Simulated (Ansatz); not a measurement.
CuF built on the NiAs prototype, relaxed with r2SCAN: 8 runs in Ansatz, each a construction of maximally localised Wannier functions. It is hexagonal, P6_3/mmc (No. 194); conventional cell a = 2.763 Å, c = 6.402 Å, 10.58 Å³ an atom. Cu has 6 F at 2.26 Å; F has 6 Cu at 2.26 Å. The cell comes from a prototype generator: it can be a known phase or a hypothetical one. Spin polarisation is off.

```xyz
4
Lattice="2.7625 0.0000 0.0000 -1.3813 2.3924 0.0000 0.0000 0.0000 6.4020" Properties=species:S:1:pos:R:3 pbc="T T T"
Cu    0.0000    0.0000    0.0000
Cu    0.0000    0.0000    3.2010
F     0.0000    1.5950    1.6005
F     1.3813    0.7975    4.8015
```

Windows count from the top of the filled bands, or the Fermi level where a functional gives no gap; a dash means that no such window was set (without an outer window there is no disentanglement). Rows marked drawn have settings drawn at random (some not listed).

| functional | SCF mesh | trial orbitals | functions | mesh | window (eV) | frozen (eV) | settings | Ω total (Å²) | Ω invariant (Å²) | largest spread (Å²) | least projectability | interpolation miss of the model's filled bands (eV, to the nearest computed level) |
| --- | --- | --- | --- | --- | --- | --- | --- | --- | --- | --- | --- | --- |
| PBE | 9×9×4 | F s, F p | 8 | 9×9×4 | – | – | drawn | 5.86 | 5.20 | 0.83 | 0.70 | 0.018 |
| PBE | 9×9×4 | F s, F p | 8 | 6×6×2 | – | – | chosen | 5.62 | 4.95 | 0.80 | 0.69 | 0.084 |
| PBE | 9×9×4 | F s, F p | 8 | 12×12×4 | – | – | chosen | 5.90 | 5.24 | 0.83 | 0.69 | 0.009 |
| PBE | 9×9×4 | F p | 6 | 9×9×4 | – | – | chosen | 5.80 | 5.76 | 1.09 | 0.70 | 0.018 |
| r2SCAN | 9×9×4 | F s, F p | 8 | 9×9×4 | – | – | chosen | 5.47 | 4.83 | 0.78 | 0.71 | 0.007 |
| HSE06 | 9×9×4 | F s, F p | 8 | 9×9×4 | – | – | chosen | 5.76 | 5.14 | 0.83 | 0.67 | – |
| HSE06 | 9×9×4 | Cu d | 10 | 9×9×4 | – | – | chosen | 7.69 | 7.54 | 0.93 | 0.68 | – |

**Question.** Estimate from these rows what the further settings give.

| functional | SCF mesh | trial orbitals | functions | mesh | window (eV) | frozen (eV) | settings |
| --- | --- | --- | --- | --- | --- | --- | --- |
| PBE | 9×9×4 | F s, F p | 8 | 2×2×2 | – | – | drawn |

**Answer.**
```
functional  SCF mesh  trial orbitals  functions   mesh  window (eV)  frozen (eV)  settings  Ω total (Å²)  Ω invariant (Å²)  largest spread (Å²)  least projectability  interpolation miss of the model's filled bands (eV, to the nearest computed level)
       PBE     9×9×4        F s, F p          8  2×2×2            –            –     drawn          4.70              4.10                 0.68                  0.69                                                                               0.886
```

For F s, F p with PBE the spread goes 5.62 Å² (6×6×2), 5.90 Å² (12×12×4).
